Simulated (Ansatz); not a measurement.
## Data sheet: AlSn4Se8 (DFT)

AlSn4Se8:
```yaml
crystal:
  lattice:
    - [7.73285, 0.00000, 0.00000]
    - [-3.86642, 6.69684, 0.00000]
    - [0.00000, 0.00000, 6.36575]
  atoms:
    - { symbol: Se, position: [0.32711, 0.16356, 0.73033] }
    - { symbol: Se, position: [0.33333, 0.66667, 0.75277] }
    - { symbol: Se, position: [0.83644, 0.16356, 0.73033] }
    - { symbol: Se, position: [0.83644, 0.67289, 0.73033] }
    - { symbol: Sn, position: [0.00000, 0.00000, 0.00000] }
    - { symbol: Sn, position: [0.00000, 0.50000, 0.00000] }
    - { symbol: Sn, position: [0.50000, 0.00000, 0.00000] }
    - { symbol: Sn, position: [0.50000, 0.50000, 0.00000] }
    - { symbol: Se, position: [0.16356, 0.32711, 0.26967] }
    - { symbol: Se, position: [0.16356, 0.83644, 0.26967] }
    - { symbol: Se, position: [0.66667, 0.33333, 0.24723] }
    - { symbol: Se, position: [0.67289, 0.83644, 0.26967] }
    - { symbol: Al, position: [0.00000, 0.00000, 0.50000] }
```

Space group P-3m1 (No. 164); conventional cell a = 7.733 Å, b = 7.733 Å, c = 6.366 Å, α = 90.00°, β = 90.00°, γ = 120.00°.

Method: DFT-r²SCAN+D4 in the program Ansatz with PAW potentials. The cell and atoms are relaxed at this level. Other levels are named where they apply.

### Cell and energy

| Quantity | Result |
|---|---|
| Volume per atom | 25.36 Å³ |
| Density | 5.71 g/cm³ |
| Formation energy from the elements (no fitted shifts) | -0.41 eV/atom |

### Electronic structure

| Property | Value |
|---|---|
| Electronic character | metallic (no gap) |
| Density of states at the Fermi level | 0.50 states/eV per atom (mean over ±0.08 eV) |
| Gap with spin–orbit coupling | none (metallic) |

### Mechanics

| Item | Value |
|---|---|
| Bulk modulus (Birch–Murnaghan fit) | 37.7 GPa |
| Pressure derivative B′ | 5.9 |

### Charges

| Quantity | Value |
|---|---|
| Bader charges | Se -0.90 to -0.65, Sn +1.13 to +1.18, Al +2.00 e |

A made-up cell: these elements were put on the sites of a structure type; neither database checked (COD, Materials Project) lists it. Whether it is the stable phase at ambient conditions was not checked. Symmetry was held in the r²SCAN+D4 relaxation; whether a distortion lowers the energy is not shown. With an odd number of electrons in the cell and no spin polarisation, the count alone makes it a metal. The references are the lowest solids computed at this level, not always the standard phases. Spin–orbit coupling is left out wherever it is not named.

Potentials: the later of the program's two PAW sets.
